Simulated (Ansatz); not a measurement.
# Coordination and 43Ca quadrupole coupling in Ca₇Mg₂N₆

Cell: a Materials Project structure (computed, not necessarily an observed phase), its atoms then relaxed with PBE in this cell.

Space group C2/m (No. 12); a = 6.1423, b = 12.6604, c = 6.4233 Å, β = 94.58°.

```csv
site,Wyckoff,site symmetry,x,y,z
Ca1,2b,2/m,0.5000,0.0000,0.0000
Ca2,4h,2,0.5000,0.1223,0.5000
Ca4,8j,1,0.6500,0.6726,0.8253
Mg,4i,m,0.8788,0.0000,0.6730
N10,8j,1,0.7600,0.8549,0.8035
N14,4i,m,0.7554,0.0000,0.3404
```

One atom of each set is listed; the run and its k-mesh use a cell of 15 atoms with edges of 7.04, 7.04, 6.42 Å.

Method: Kohn–Sham DFT in Ansatz, r2SCAN, plane waves and PAW, scalar-relativistic, 500 eV cutoff, Γ-centred 5×5×5 k-points, Fermi–Dirac smearing 0.02 eV.

Q(43Ca) = -40.80 mb.

**Question.** Order the Ca environments from the weakest to the strongest quadrupole coupling.
A. Ca1: 6 N at 2.59–2.80 Å
B. Ca2: 4 N at 2.44–2.48 Å
C. Ca4: 4 N at 2.41–2.52 Å

**Answer.** A (3.24 MHz, η = 0.68), C (4.04 MHz, η = 0.37), B (7.76 MHz, η = 0.50).

Like point charges on the first shell alone (each adding as 1/d³) would give the same order, so the shape of the shell goes a long way to explain it.
